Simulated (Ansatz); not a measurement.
Relaxed-ion elastic tensor of TiC (rock salt, space group No. 225) in GPa (Voigt order), plane-wave PAW LDA (Ansatz code); density 5.14 g/cm³, 9.67 Å³ per atom.

```
589  129  129  0.0  0.0  0.0
129  589  129  0.0  0.0  0.0
129  129  589  0.0  0.0  0.0
0.0  0.0  0.0  179  0.0  0.0
0.0  0.0  0.0  0.0  179  0.0
0.0  0.0  0.0  0.0  0.0  179
```

**Question.** Is the crystal mechanically stable?

**Answer.** Yes: the smallest eigenvalue of C is 179 GPa.

**Question.** Work out the Voigt, Reuss and Hill averages.

**Answer.** K_V = 282, K_R = 282, K_H = 282; G_V = 199, G_R = 196, G_H = 198 GPa.

**Question.** Give Young's modulus, Poisson's ratio, Pugh's ratio and the universal anisotropy index.

**Answer.** E = 9KG/(3K + G) = 480 GPa; ν = 0.22; K/G = 1.43 (brittle by the Pugh limit of 1.75); A_U = 5G_V/G_R + K_V/K_R − 6 = 0.08.

**Question.** Estimate the sound speeds and the Debye temperature.

**Answer.** v_l = √((K + 4G/3)/ρ) = 10300 m/s, v_t = √(G/ρ) = 6200 m/s, mean 6850 m/s; Θ = (h/k)(3n/4πV)^(1/3) v_m = 958 K.

**Question.** Give the Zener ratio and Young's modulus along [100], [110] and [111].

**Answer.** A = 2C44/(C11 − C12) = 0.78; 1/E = S11 − 2(S11 − S12 − S44/2)Γ with Γ = 0, 1/4, 1/3 gives 542, 464, 442 GPa.

**Question.** Solve the Christoffel equation for the three sound speeds along [100], [110], [111].

**Answer.** Eigenvalues of C_ijkl n_j n_l equal ρv². In km/s, slowest first: [100] 5.89, 5.89, 10.70; [110] 5.89, 6.69, 10.22; [111] 6.43, 6.43, 10.06.

Space group Fm-3m (rock salt). The cell was relaxed with LDA under the symmetry of its start; of distortions, only those at the zone centre were tested. No spin polarisation was allowed. As this level gives no gap, shear constants depend on the k-mesh and smearing (Fermi–Dirac, 0.1 eV here).

Potentials: the later of the program's two PAW sets.
